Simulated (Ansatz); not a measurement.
Relaxed GaN (wurtzite):

```
GaN
1.0
    3.18312     0.00000     0.00000
   -1.59156     2.75667     0.00000
    0.00000     0.00000     5.18363
Ga N
2 2
Direct
  0.66667   0.33333   0.00099
  0.33333   0.66667   0.50099
  0.66667   0.33333   0.62421
  0.33333   0.66667   0.12421
```

The numbers are results of r2SCAN (plane waves to 500 eV, PAW, scalar-relativistic; Ansatz, a program for electronic structure), not measurements. k mesh 10×10×5 (Γ-centred), Fermi-Dirac smearing 0.05 eV. GaN was relaxed with its symmetry unable to fall.

One atom of the cell was then moved (with its periodic images), all else fixed, and the forces (eV/Å) came out as:

```csv
atom,Fx,Fy,Fz
Ga1,0.000,0.000,11.079
Ga2,0.000,0.000,2.168
N3,0.000,0.000,-15.815
N4,0.000,0.000,2.569
```

Which atom was moved, and by which vector (Å)?

N3, by (0.00, 0.00, 0.39), 0.39 Å in all.

(For displaced atoms, the force is minus the slope of the energy, and its curvature is a force constant, which sets phonon frequencies.)
